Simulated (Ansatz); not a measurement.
Two states of MnIr

```yaml
crystal:
  lattice:
    - [3.89006, 0.00000, 0.00000]
    - [0.00000, 3.89006, 0.00000]
    - [0.00000, 0.00000, 3.67614]
  atoms:
    - { symbol: Mn, position: [0.00000, 0.50000, 0.50000] }
    - { symbol: Mn, position: [0.50000, 0.00000, 0.50000] }
    - { symbol: Ir, position: [0.00000, 0.00000, 0.00000] }
    - { symbol: Ir, position: [0.50000, 0.50000, 0.00000] }
```

The numbers come from plane-wave PAW DFT (Ansatz): r2SCAN, with U = 7.79 eV and J = 0.51 eV on Mn d (all-electron-ortho-atomic projectors), 500 eV, 6×6×6 Γ-centred k points, fermi-dirac occupations (width 0.0105 eV). Nothing was relaxed.

State A: Mn1 up, Mn2 up (collinear spin). State B: Mn1 down, Mn2 up (collinear spin).

Q: Which state is lower, and how do they differ?

A: State B is lower by 98.8 meV an atom at zero smearing.

| state | free energy (meV/atom) | largest moment in a small sphere (μB) | net moment (μB/cell) | gap on mesh (eV) | pressure (GPa) | largest force (eV/Å) |
| --- | --- | --- | --- | --- | --- | --- |
| A | 98.8 | 4.48 | 9.19 | metal | 29.6 | 0.00 |
| B | 0.0 | 4.46 | 0.16 | metal | 25.5 | 0.00 |

Origin: a database entry at a rescaled volume. Caveats: atoms or cell far from equilibrium.
